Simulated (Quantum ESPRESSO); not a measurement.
# Mo5OsNbLi: input and log of a self-consistent run

A calculation, not a measurement. The program is pw.x of Quantum ESPRESSO 7.5 (plane-wave density functional theory). The cell is made up: eight metal atoms on a face-centred cubic lattice, with elements, volume, strain and displacements drawn at random and not relaxed, so it may be unstable or far from any real phase. PseudoDojo standard norm-conserving files set the functional (PBE unless stated); there is no spin polarisation or spin-orbit coupling, the Fermi-Dirac width of 0.25 eV means electrons at about 2900 K, and the masses in the input are unused placeholders. Heavy elements are run without spin-orbit coupling, which real alloys of them have. A spin test at this wide smearing found no moment, but such smearing suppresses magnetism that the real alloy may have.

Input:

```
&control calculation='scf', pseudo_dir='./dojo.nc.sr.pbe.v0_5.standard.upf', outdir='./o', disk_io='minimal', tprnfor=.true., tstress=.true. /
&system ibrav=0, nat=8, ntyp=4, nbnd=68, ecutwfc=82.02448710, nosym=.true., tot_charge=0,
 occupations='smearing', smearing='fd', degauss=0.0183746611
/
&electrons conv_thr=1.470e-08, electron_maxstep=70, mixing_beta=0.5 /
ATOMIC_SPECIES
Li 1.0 Li.upf
Mo 1.0 Mo.upf
Nb 1.0 Nb.upf
Os 1.0 Os.upf
CELL_PARAMETERS angstrom
-3.8536 -0.0069 -0.0263
-1.9468 -3.8778 -1.9932
-1.8943 -3.8539 5.879
ATOMIC_POSITIONS angstrom
Mo 0.0714 -0.1166 -0.0481
Os -1.9359 -3.8525 1.955
Nb -1.9841 -1.9619 0.0484
Li -3.7817 -5.9294 1.8996
Mo -3.7484 -3.9423 3.9177
Mo -3.8313 -3.9422 -0.0414
Mo -3.8925 -1.9222 1.8871
Mo -5.7781 -5.761 4.0695
K_POINTS automatic
7 5 4 1 1 1
```

The log is shortened where brackets say so; the opening notice, blank lines, dates and the lines on written files are dropped, and the path of the files is cut. It prints rydbergs, bohrs and kilobars, and counts compression as positive stress. Its total energy is the free energy E - TS of the whole cell.

```
     Program PWSCF v.7.5
     Parallel version (MPI & OpenMP), running on       4 processor cores
     Number of MPI processes:                 4
     Threads/MPI process:                     1
     [start-up lines left out]
     bravais-lattice index     =            0
     lattice parameter (alat)  =       7.2824  a.u.
     unit-cell volume          =     791.8861 (a.u.)^3
     number of atoms/cell      =            8
     number of atomic types    =            4
     number of electrons       =       102.00
     number of Kohn-Sham states=           68
     kinetic-energy cutoff     =      82.0245  Ry
     charge density cutoff     =     328.0979  Ry
     scf convergence threshold =      1.5E-08
     mixing beta               =       0.5000
     number of iterations used =            8  plain     mixing
     Exchange-correlation= PBE
                           (   1   4   3   4   0   0   0)
     [axes and pseudopotential details left out]
   Cartesian axes
     site n.     atom                  positions (alat units)
         1        Mo     tau(   1) = (   0.0185277  -0.0302567  -0.0124815  )
         2        Os     tau(   2) = (  -0.5023489  -0.9996897   0.5073052  )
         3        Nb     tau(   3) = (  -0.5148564  -0.5090957   0.0125594  )
         4        Li     tau(   4) = (  -0.9813177  -1.5386268   0.4929294  )
         5        Mo     tau(   5) = (  -0.9726766  -1.0229920   1.0166085  )
         6        Mo     tau(   6) = (  -0.9941885  -1.0229660  -0.0107429  )
         7        Mo     tau(   7) = (  -1.0100693  -0.4987939   0.4896858  )
         8        Mo     tau(   8) = (  -1.4993658  -1.4949285   1.0559992  )
     number of k points=    70  Fermi-Dirac smearing, width (Ry)=  0.0184
                       cart. coord. in units 2pi/alat
        k(    1) = (  -0.0713929  -0.0701813   0.0129275), wk =   0.0285714
        k(    2) = (  -0.0721173  -0.1328231   0.1355056), wk =   0.0285714
     [further k points left out]
     Dense  grid:    79405 G-vectors     FFT dimensions: (  45,  54,  80)
     Estimated max dynamical RAM per process >     328.10 MB
     Estimated total dynamical RAM >       1.22 GB
     Initial potential from superposition of free atoms
     starting charge     101.9857, renormalised to     102.0000
     Starting wfcs are   72 randomized atomic wfcs
     total cpu time spent up to now is        4.2 secs
     per-process dynamical memory:   269.6 Mb
     Self-consistent Calculation
     iteration #  1     ecut=    82.02 Ry     beta= 0.50
     Davidson diagonalization with overlap
     ethr =  1.00E-02,  avg # of iterations =  3.7
     total cpu time spent up to now is       13.8 secs
     total energy              =   -1043.48446730 Ry
     estimated scf accuracy    <       1.02803668 Ry
     iteration #  2     ecut=    82.02 Ry     beta= 0.50
     Davidson diagonalization with overlap
     ethr =  1.01E-03,  avg # of iterations =  2.6
     total cpu time spent up to now is       23.0 secs
     total energy              =   -1042.83061704 Ry
     estimated scf accuracy    <       9.72956173 Ry
     iteration #  3     ecut=    82.02 Ry     beta= 0.50
     Davidson diagonalization with overlap
     ethr =  1.01E-03,  avg # of iterations =  2.2
     total cpu time spent up to now is       31.8 secs
     total energy              =   -1043.53915039 Ry
     estimated scf accuracy    <       3.77629361 Ry
     iteration #  4     ecut=    82.02 Ry     beta= 0.50
     Davidson diagonalization with overlap
     ethr =  1.01E-03,  avg # of iterations =  2.0
     total cpu time spent up to now is       39.4 secs
     total energy              =   -1043.78789959 Ry
     estimated scf accuracy    <       0.68947253 Ry
     iteration #  5     ecut=    82.02 Ry     beta= 0.50
     Davidson diagonalization with overlap
     ethr =  6.76E-04,  avg # of iterations =  1.3
     total cpu time spent up to now is       46.7 secs
     total energy              =   -1043.79310650 Ry
     estimated scf accuracy    <       0.87658937 Ry
     [iterations 6 to 13 left out]
     iteration # 14     ecut=    82.02 Ry     beta= 0.50
     Davidson diagonalization with overlap
     ethr =  4.13E-10,  avg # of iterations =  2.6
     total cpu time spent up to now is      120.3 secs
     total energy              =   -1043.85701684 Ry
     estimated scf accuracy    <       0.00000255 Ry
     iteration # 15     ecut=    82.02 Ry     beta= 0.50
     Davidson diagonalization with overlap
     ethr =  4.13E-10,  avg # of iterations =  2.0
     total cpu time spent up to now is      128.4 secs
     total energy              =   -1043.85701696 Ry
     estimated scf accuracy    <       0.00000092 Ry
     iteration # 16     ecut=    82.02 Ry     beta= 0.50
     Davidson diagonalization with overlap
     ethr =  4.13E-10,  avg # of iterations =  1.7
     total cpu time spent up to now is      135.9 secs
     total energy              =   -1043.85701702 Ry
     estimated scf accuracy    <       0.00000024 Ry
     iteration # 17     ecut=    82.02 Ry     beta= 0.50
     Davidson diagonalization with overlap
     ethr =  2.33E-10,  avg # of iterations =  1.0
     total cpu time spent up to now is      142.9 secs
     total energy              =   -1043.85701704 Ry
     estimated scf accuracy    <       0.00000002 Ry
     iteration # 18     ecut=    82.02 Ry     beta= 0.50
     Davidson diagonalization with overlap
     ethr =  1.50E-11,  avg # of iterations =  2.0
     total cpu time spent up to now is      151.0 secs
     End of self-consistent calculation
     [lines on levels left out]
!    total energy              =   -1043.85701704 Ry
     estimated scf accuracy    <          8.4E-09 Ry
     smearing contrib. (-TS)   =      -0.12546521 Ry
     internal energy E=F+TS    =   -1043.73155183 Ry
     The total energy is F=E-TS. E is the sum of the following terms:
     one-electron contribution =    -195.50925960 Ry
     hartree contribution      =     158.86018389 Ry
     xc contribution           =    -174.64429071 Ry
     ewald contribution        =    -832.43818540 Ry
     convergence has been achieved in  18 iterations
     Forces acting on atoms (cartesian axes, Ry/au):
     atom    1 type  2   force =    -0.01786711    0.10851266    0.00288731
     atom    2 type  4   force =     0.01182822   -0.05691035    0.02056786
     atom    3 type  3   force =     0.03143014   -0.07473170   -0.00246552
     atom    4 type  1   force =    -0.01108269    0.02305379    0.00865506
     atom    5 type  2   force =    -0.01886533    0.05490134   -0.05703371
     atom    6 type  2   force =    -0.01620057   -0.01553481    0.06303373
     atom    7 type  2   force =     0.01142945   -0.01129438    0.10669380
     atom    8 type  2   force =     0.00932790   -0.02799655   -0.14233852
     Total force =     0.259008     Total SCF correction =     0.000276
     Computing stress (Cartesian axis) and pressure
          total   stress  (Ry/bohr**3)                   (kbar)     P=      229.88
   0.00155594   0.00004463   0.00001844          228.89        6.56        2.71
   0.00004463   0.00154374  -0.00010993            6.56      227.09      -16.17
   0.00001844  -0.00010993   0.00158834            2.71      -16.17      233.65
     init_run     :      3.97s CPU      4.08s WALL (       1 calls)
     electrons    :    143.65s CPU    146.80s WALL (       1 calls)
     forces       :      1.28s CPU      1.29s WALL (       1 calls)
     stress       :      4.50s CPU      4.50s WALL (       1 calls)
     [timing details left out]
     PWSCF        :   2m33.52s CPU   2m36.83s WALL
     JOB DONE.
```

In other units: free energy -14202.398 eV for the cell, pressure 22.99 GPa, largest force component 3.660 eV/Å in size. The run took 158 s of wall time with four MPI processes on a shared machine (AMD EPYC, Zen 5, virtual cores), so the time is rough. A rerun of this cell at a higher cutoff and on a denser mesh moved values by no more than 0.002 eV in energy, 0.06 GPa in stress and 0.012 eV/Å in force, and a second program with other atomic files agreed on that cell to 2 % rms in force and 0.5 GPa in pressure.